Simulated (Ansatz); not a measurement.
KS in space group P-62m (No. 189; K on 3g, K on 3f, S on 4h, S on 2e) at seven volumes, PBEsol (plane waves, PAW; program Ansatz), shape and atoms relaxed at each. One row is withheld.

```tsv
V (Å³/atom)	P (GPa)
26.853	2.29
27.738	1.39
28.623	0.64
29.509	0.00
30.394	?
31.279	-0.98
32.164	-1.35
```

Task: Fit the shown pressures and predict the withheld one.

Result: Third-order Birch–Murnaghan: P = (3/2)B₀(x^(7/2) − x^(5/2))[1 + (3/4)(B′ − 4)(x − 1)] with x = (V₀/V)^(2/3). Least squares on the six rows gives V₀ = 29.512 Å³/atom, B₀ = 19.32 GPa, B′ = 4.81. At V = 30.394, x = 0.9806 and P = -0.53 GPa. The run itself gave -0.54 GPa.

The workflow started from a Materials Project entry (that database holds measured and hypothetical structures alike); the Crystallography Open Database copy checked does not list it. Whether it is the stable phase at ambient conditions was not checked. The cell was relaxed with PBEsol under the symmetry of its start; its stability against distortions is not shown here.

Potentials: the later of the program's two PAW sets.
